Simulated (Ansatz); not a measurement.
Theory: DFT PBE, scalar-relativistic, plane waves, PAW in Ansatz. Settings: cutoff 420 eV, Γ-centred meshes spaced at most about 0.3 Å⁻¹, and about 0.25 Å⁻¹ or finer for metals (2π included), Gaussian smearing. Collinear spin in cells that started with moments and kept them past the coarse steps, no spin elsewhere.

All energies are static (0 K, no zero-point motion). All come from trial cells, and lower structures may exist.

Task: Order these relaxed structures of AlIn₂N₃ by energy, lowest first, with the energy over the lowest of them.
A.

```xyz
6
Lattice="4.5966 0.0000 0.0000 0.0000 4.5966 0.0000 0.0000 0.0000 4.1278" Properties=species:S:1:pos:R:3 pbc="T T T"
Al    2.2983    2.2983    2.0639
In    2.2983    0.0000    0.0000
In    0.0000    2.2983    0.0000
N     2.2983    0.0000    2.0639
N     0.0000    2.2983    2.0639
N     2.2983    2.2983    0.0000
```

B.

```xyz
6
Lattice="5.0846 0.0000 0.0000 -2.5423 4.4034 0.0000 0.0000 0.0000 5.2385" Properties=species:S:1:pos:R:3 pbc="T T T"
Al    0.0000    0.0000    2.6193
In    2.5423    1.4678    2.6193
In    0.0000    2.9356    0.0000
N    -0.9294    3.4722    2.6193
N     0.0000    1.8624    2.6193
N     0.9294    3.4722    2.6193
```

C.

```xyz
6
Lattice="2.8918 1.6696 2.7404 -2.8918 1.6696 2.7404 0.0000 -3.3392 2.7404" Properties=species:S:1:pos:R:3 pbc="T T T"
Al    0.0000    0.0000    0.0000
In    0.0000    0.0000    5.4196
In    0.0000    0.0000    2.8016
N    -1.4459    0.8348    1.3702
N     1.4459    0.8348    1.3702
N     0.0000   -1.6696    1.3702
```

D.

```xyz
6
Lattice="5.9084 0.0000 0.0000 -2.9542 5.1169 0.0000 0.0000 0.0000 3.0410" Properties=species:S:1:pos:R:3 pbc="T T T"
Al    0.0000    0.0000    0.0000
In    0.0000    3.4112    0.0000
In    2.9542    1.7056    0.0000
N     2.9542    0.0000    1.5205
N     1.4771    2.5584    1.5205
N    -1.4771    2.5584    1.5205
```

Result: A (0 meV/atom), C (81 meV/atom), D (712 meV/atom), B (724 meV/atom). Forms: A P4/mmm, no spin; C R-3m, moments up to 0.5 μB; D P6/mmm, moments up to 0.6 μB; B P-6m2, no spin. Counting N atoms around Al and In (those within 1.25 times the shortest such distance or 1.15 times the sum of covalent radii, 1.27 where that leaves under three; a plus sign parts nearer from farther groups; the shortest distance is added where it exceeds 1.18 times the sum of covalent radii; a slash parts the counts of unlike sites): A has Al 2+4, In 2+2; C has Al 6, In 3; D has Al 12 from 3.3 Å, In 6; B has Al 3, In 6 from 2.6 Å/6 from 2.8 Å. Even the lowest lies +0.48 eV/atom against the elements.

For metals, differences of a few meV/atom aren't resolved. The magnetic state reached may not be the lowest. Cells relaxed within their symmetry can be saddle points. Some candidate types were left out of the draw beforehand, so a known form may be missing.
